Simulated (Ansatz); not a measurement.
Si3N4:
```xyz
14
Lattice="0.0000 3.8947 3.8947 3.8947 0.0000 3.8947 3.8947 3.8947 0.0000" Properties=species:S:1:pos:R:3 pbc="T T T"
Si     4.8683     4.8683     4.8683
Si     4.8683     2.9210     2.9210
Si     2.9210     4.8683     2.9210
Si     2.9210     2.9210     4.8683
Si     1.9473     1.9473     1.9473
Si     0.0000     0.0000     0.0000
N      6.7576     6.7576     6.7576
N      6.7576     4.9264     4.9264
N      4.9264     6.7576     4.9264
N      4.9264     4.9264     6.7576
N      2.9791     2.9791     2.9791
N      2.9791     4.8102     4.8102
N      4.8102     2.9791     4.8102
N      4.8102     4.8102     2.9791
```

Cartesian axes are those of the cell as given.

**Question.** Give the high-frequency dielectric tensor and the Born effective charge tensors of the independent atoms from DFPT, the program Ansatz at the PBE level (PAW).

**Answer.** 
ε∞:
```
5.31  0.00  0.00
0.00  5.31  0.00
0.00  0.00  5.31
```
Z* of atom 1 (Si), rows: field, columns: displacement, in e:
```
3.68  0.17  0.17
0.17  3.68  0.17
0.17  0.17  3.68
```
Z* of atom 5 (Si), rows: field, columns: displacement, in e:
```
3.59  0.00  0.00
0.00  3.59  0.00
0.00  0.00  3.59
```
Z* of atom 7 (N), rows: field, columns: displacement, in e:
```
-2.74  -0.23  -0.23
-0.23  -2.74  -0.23
-0.23  -0.23  -2.74
```

Static charges for comparison (Bader): Si1 +3.11, Si5 +3.05, N7 -2.32 e. Born charges measure polarisation by displacement and can exceed these by far.

Space group Fd-3m. Symmetry was held in the PBE relaxation.

Potentials: the later of the program's two PAW sets.
